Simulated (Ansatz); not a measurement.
**Compressing Zr3Cd2: a fit and a missing row**

Zr3Cd2, P4/mmm, a = 5.502 Å, c = 5.091 Å. The structure is a COD entry; whether it is the stable form wasn't checked. Ansatz: PBEsol, PAW, 420 eV, Γ-centred 8×8×8 mesh on 5 atoms, Gaussian smearing 0.10 eV; no spin polarisation. Shape and atoms are relaxed at each volume; pressure is positive in compression.

| V (Å³/atom) | P (GPa) |
| --- | --- |
| 28.969 | ? |
| 29.894 | 1.53 |
| 30.818 | 0.00 |
| 31.743 | -1.27 |
| 32.668 | -2.34 |

Q: Take V0 = 30.818 Å³/atom, fit the third-order Birch–Murnaghan form to the other rows, and predict the missing pressure.

A: With the Eulerian strain f = ½[(V0/V)^(2/3) − 1] and y = P/[3f(1 + 2f)^(5/2)], the form is the line y = B0 + 1.5 B0 (B0′ − 4) f. Rows (f, y): 0.01025, 47.3; -0.00976, 45.6; -0.01906, 45.1. Means f = -0.006190, y = 46.000; Σ(Δf)² = 0.0004487, ΣΔfΔy = 0.03438; the slope is their ratio. y = 46.47 + 76.64 f GPa, so B0 = 46.5 GPa and B0′ = 4 + 2 × (76.64)/(3 × 46.47) = 5.10. At V = 28.969, f = 0.02106, y = 48.08 and P = 3.37 GPa. The run gave 3.34 GPa, so the fit is 0.03 GPa too high, a small miss on the scale of the series. The form still works here, 33 % of the fitted range beyond its end.